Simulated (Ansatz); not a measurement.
**Question.** Name crystals whose computed values (r²SCAN (plane waves, PAW; program Ansatz)) fall in these windows: gap (eV) 0.20 to 0.25; electron conductivity mass (mₑ) 0.22 to 0.26; B₀ by P(V) fit (GPa) 110 to 140.

**Answer.** 

```tsv
crystal	gap (eV)	electron conductivity mass (mₑ)	B₀ by P(V) fit (GPa)
MnO, wurtzite	0.23	0.24	124
```
Others may fit too.

Spin orders computed, not proven ground states: MnO, wurtzite antiferromagnetic. Not the usual ambient phase: MnO, wurtzite. The cell was relaxed under the symmetry of its start. No Hubbard U is applied.

Potentials: the later of the program's two PAW sets.
